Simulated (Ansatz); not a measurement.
Space group P6_3/mmc (No. 194). a = 3.290 Å, b = 3.290 Å, c = 14.516 Å, α = 90.00°, β = 90.00°, γ = 120.00°
| atom | site | symmetry | x | y | z |
| --- | --- | --- | --- | --- | --- |
| Zr | 4f | 3m. | 0.3333 | 0.6667 | 0.0864 |
| Al | 2d | -6m2 | 0.3333 | 0.6667 | 0.7500 |
| C | 2a | -3m. | 0.0000 | 0.0000 | 0.0000 |

Equation of state of this Zr$_{2}$AlC structure (not necessarily the ground state), with shape and atoms relaxed at each volume where symmetry leaves them free. It has no gap at any of these volumes. Computed with DFT PBEsol, scalar-relativistic, plane waves, PAW in Ansatz.

Settings: cutoff 420 eV, Γ-centred mesh 12×12×4 on the computed 8-atom cell, Gaussian smearing of 0.10 eV; no spin polarisation.

| V (Å³/atom) | E − E(largest V) (meV/atom) | P (GPa) |
| --- | --- | --- |
| 15.986 | 5.38 | 9.21 |
| 16.497 | -15.97 | 4.25 |
| 17.007 | -22.63 | -0.02 |
| 17.517 | -16.70 | -3.66 |
| 18.027 | 0.00 | -6.78 |

**Question.** Fit a third-order Birch–Murnaghan equation to E(V).

**Answer.** V0 = 17.01 Å³/atom, B0 = 131 GPa, B0' = 4.1.

Cost: 5 runs of about 8.7 core-minutes in all, on Arm Neoverse V1 (shared hosts).